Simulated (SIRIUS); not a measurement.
Band structure of Te₂Mo (P6_3/mmc, 6 atoms in the cell; from Materials Project mp-602).

```xyz
6
Lattice="3.5657 0.0000 0.0000 -1.7828 3.0879 0.0000 0.0000 0.0000 14.6478" Properties=species:S:1:pos:R:3 pbc="T T T"
Te     0.0000     2.0586     9.1962
Te     1.7828     1.0293     5.4516
Te     1.7828     1.0293     1.8723
Te     0.0000     2.0586    12.7755
Mo     0.0000     2.0586     3.6619
Mo     1.7828     1.0293    10.9858
```

Computed with PBE, SSSP 1.1.2 precision PBE pseudopotentials (plane waves; SIRIUS).

Settings: parameters.ngridk = 5 5 1; parameters.xc_functionals = [XC_GGA_X_PBE, XC_GGA_C_PBE]; parameters.gk_cutoff = 9.487 1/bohr; parameters.pw_cutoff = 30 1/bohr; parameters.smearing = gaussian; parameters.smearing_width = 0.000367493 Ha; potentials = SSSP 1.1.2 precision PBE pseudopotentials; parameters.electronic_structure_method = pseudopotential; parameters.num_bands = 38; parameters.num_mag_dims = 0; parameters.num_dft_iter = 100; parameters.energy_tol = 1e-07 Ha; parameters.density_tol = 1e-06; mixer.type = anderson.

Spin-orbit coupling is left out, which matters for bands and gaps with elements this heavy. The structure comes from a collection of computed structures, made at another level of theory; the collection holds predicted forms beside known ones.

### Question
Predict the gap along the standard path and the places of the band edges.

### Answer
The gap along the path is 0.87 eV, from Γ to a point between K and Γ; the smallest direct gap on it is 0.98 eV.

Points are given in units of this cell's reciprocal vectors. Levels in eV from the top of the valence band on the path, bands 23 to 30:
```tsv
point	23	24	25	26	27	28	29	30
Γ (0 0 0)	-1.03	-0.82	-0.62	0.00	2.87	2.87	2.93	2.93
M (0.5 0 0)	-0.88	-0.84	-0.57	-0.43	1.25	1.29	1.49	1.69
K (0.333 0.333 0)	-1.77	-1.77	-0.18	-0.04	0.93	0.93	1.41	2.11
A (0 0 0.5)	-1.04	-1.04	-0.13	-0.13	2.89	2.89	2.89	2.89
L (0.5 0 0.5)	-0.85	-0.85	-0.50	-0.50	1.27	1.27	1.60	1.60
H (0.333 0.333 0.5)	-1.84	-1.84	-0.12	-0.12	0.93	0.93	1.73	1.73
```
